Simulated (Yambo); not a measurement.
## Convergence of the G0W0 gap of TlAlSe2

G0W0@PBEsol for TlAlSe2 (space group I4/mcm, No. 140) in Yambo. Reference settings: 2×2×2 Γ-centred k mesh, bands 21 to 317 and a 7 Ry block in the screening, 317 bands in G with the Bruneval-Gonze terminator, plasmon pole fitted at 27.2 eV. The PBEsol gap M → M on this mesh is 0.39 eV; G0W0 gaps are taken between the same points.

```
change from the reference       G0W0 gap M → M (eV)  shift of the valence edge (eV)  rough Yambo cost
------------------------------  -------------------  ------------------------------  ----------------
reference settings                             1.38                           -0.99                 1
128 bands in W, 128 bands in G                 1.32                           -0.70         about 1/5
209 bands in W, 209 bands in G                 1.37                           -0.89         about 1/3
128 bands in G                                 1.37                           -0.90                 –
209 bands in G                                 1.38                           -0.97                 –
155 bands in W                                 1.35                           -0.83         about 1/4
3 Ry block                                     1.21                           -0.79         about 1/2
1 Ry block                                     1.05                           -0.47         about 1/2
6 Ry block                                     1.36                           -0.96         about 1/2
pole fitted at 40 eV                           1.41                           -1.04                 –
no random integration                          1.36                           -0.78                 –
128 bands in G, no terminator                  1.23                           -0.48                 –
209 bands in G, no terminator                  1.31                           -0.77                 –
no terminator                                  1.35                           -0.90                 –
```

The reference isn't shown to be the converged limit. Costs are rough (shared machines), scaled to the same edge states, and given only for runs that recompute the screening.

Spin-orbit coupling is left out; with 6p states at a band edge it can lower the gap by many tenths of an eV, most of a small gap.

The standard potentials for Se, Tl keep a d shell in the valence without the s and p states of that shell. In tests on such compounds this moved G0W0 gaps by up to about 0.9 eV, so absolute quasiparticle energies here are unreliable; differences between settings are what counts.

Geometry relaxed with PBE+D3(BJ); primitive cell a = b = c = 6.500 Å, α = β = 103.80°, γ = 121.52°.

The structure is a Materials Project entry; no match was found in the copy of COD used, and its stability was not checked.

A shift is the quasiparticle energy of the state minus its PBEsol energy.
